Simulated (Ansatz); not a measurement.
Relaxed-ion elastic tensor of Cr₂C in space group P-3m1 (No. 164; Cr on 2d, C on 1b) in GPa (Voigt order), DFT-PBEsol in the program Ansatz with PAW potentials; density 6.75 g/cm³, 9.52 Å³ per atom.

```
  520    121    165  -15.5    0.0    0.0
  121    520    165   15.5    0.0    0.0
  165    165    502    0.0    0.0    0.0
-15.5   15.5    0.0    128    0.0    0.0
  0.0    0.0    0.0    0.0    128  -15.5
  0.0    0.0    0.0    0.0  -15.5    199
```

Q: Is the crystal mechanically stable?

A: Yes: the smallest eigenvalue of C is 125 GPa.

Q: Work out the Voigt, Reuss and Hill averages.

A: K_V = 272, K_R = 271, K_H = 272; G_V = 164, G_R = 156, G_H = 160 GPa.

Q: Give Young's modulus, Poisson's ratio, Pugh's ratio and the universal anisotropy index.

A: E = 9KG/(3K + G) = 401 GPa; ν = 0.25; K/G = 1.70 (near the Pugh limit of 1.75, no verdict); A_U = 5G_V/G_R + K_V/K_R − 6 = 0.24.

Q: Estimate the sound speeds and the Debye temperature.

A: v_l = √((K + 4G/3)/ρ) = 8480 m/s, v_t = √(G/ρ) = 4870 m/s, mean 5410 m/s; Θ = (h/k)(3n/4πV)^(1/3) v_m = 760 K.

Q: How much does each axis shrink under pressure?

A: Linear compressibilities β_i = Σ_j S_ij (j = 1 to 3): x 1.3, y 1.3, z 1.2 per TPa.

The workflow started from a Materials Project entry (that database holds measured and hypothetical structures alike); the Crystallography Open Database copy checked does not list it. Its standing as an ambient phase is unchecked. The cell was relaxed with PBEsol under the symmetry of its start; of distortions, only those at the zone centre were tested. No spin polarisation was allowed. As this level gives no gap, shear constants depend on the k-mesh and smearing (Fermi–Dirac, 0.1 eV here). On the denser mesh and wider smearing of the elastic run this cell carries a stress of 0.5 GPa.

Potentials: the later of the program's two PAW sets.
